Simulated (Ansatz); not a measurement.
Be:
Space group P6₃/mmc (No. 194); a = 2.257 Å, b = 2.257 Å, c = 3.562 Å, α = 90.00°, β = 90.00°, γ = 120.00°

| atom | site | symmetry | x | y | z |
|---|---|---|---|---|---|
| Be | 2d | -6m2 | 0.6667 | 0.3333 | 0.2500 |

Relaxed at zero pressure with r²SCAN+D4 in the plane-wave PAW code Ansatz.

Q: The volume is raised by 6 % and shape and atoms relax at that volume. What pressure results, and how do the axes share the change?

A: -6.7 GPa; a 2.0 %, b 2.0 %, c 1.8 %; the energy rises by 10 meV/atom.

Q: Give the new structure.

A: 
Space group P6₃/mmc (No. 194); a = b = 2.3028 Å, c = 3.6255 Å, α = β = 90.00°, γ = 120.00°

| atom | site | symmetry | x | y | z |
|---|---|---|---|---|---|
| Be | 2d | -6m2 | 0.6667 | 0.3333 | 0.2500 |

The phase is kept; no other phase was compared at this pressure.

Space group P6_3/mmc (hcp (Mg type)). Symmetry was held in the r²SCAN+D4 relaxation. The pairwise dispersion correction was not fitted to metals. Axis ratios of metals converge slowly with the k-mesh, so a and c are less sure than the volume.

Potentials: the later of the program's two PAW sets.
